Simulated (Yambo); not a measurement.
**Cs2NaInF6: sweep of GW parameters**

G0W0@LDA for Cs₂NaInF₆ (space group Fm-3m, No. 225) in Yambo. Reference settings: 2×2×2 Γ-centred k mesh, bands 2 to 331 and a 8 Ry block in the screening, 331 bands in G with the Bruneval-Gonze terminator, plasmon pole fitted at 27.2 eV. The LDA gap L → Γ on this mesh is 5.35 eV; G0W0 gaps are taken between the same points.

```
change from the reference                                  G0W0 gap L → Γ (eV)  shift of the valence edge (eV)        rough Yambo cost
---------------------------------------------------------  -------------------  ------------------------------  ----------------------
reference settings                                                        8.87                           -2.03                       1
128 bands in W, 128 bands in G                                            9.15                           -1.93               about 1/2
185 bands in W, 185 bands in G                                            8.98                           -1.97  within a factor of two
wavefunctions cut at 20 Ry                                                8.80                           -1.87               about 1/3
exchange cut at 20 Ry                                                     8.39                           -1.32                       –
exchange cut at 40 Ry                                                     8.78                           -1.92                       –
exchange cut at 5 Ry                                                      6.76                            2.27                       –
84 bands in W, 84 bands in G, 3 Ry block                                  9.80                           -2.34               about 1/5
84 bands in W, 84 bands in G, 5 Ry block                                  9.57                           -2.05               about 1/5
84 bands in W, 84 bands in G, 6 Ry block                                  9.54                           -2.01               about 1/4
128 bands in W, 128 bands in G, 2 Ry block                                9.87                           -2.82               about 1/3
128 bands in W, 128 bands in G, 5 Ry block                                9.18                           -2.01               about 1/2
257 bands in W, 257 bands in G, 2 Ry block                                9.63                           -2.82  within a factor of two
257 bands in W, 257 bands in G, 6 Ry block                                8.91                           -2.05  within a factor of two
185 bands in W, 185 bands in G, 3 Ry block, no terminator                 9.19                           -2.16               about 1/3
```

The reference isn't shown to be the converged limit. Costs are rough (shared machines), scaled to the same edge states, and given only for runs that recompute the screening.

Spin-orbit splittings are left out.

The standard potential for In keeps a d shell in the valence without the s and p states of that shell. In tests on such compounds this moved G0W0 gaps by up to about 0.9 eV, so absolute quasiparticle energies here are unreliable; differences between settings are what counts.

Geometry of the Materials Project entry, not relaxed at this level; primitive cell a = b = c = 6.2744 Å, α = β = γ = 60.00°.

A shift is the quasiparticle energy of the state minus its LDA energy.
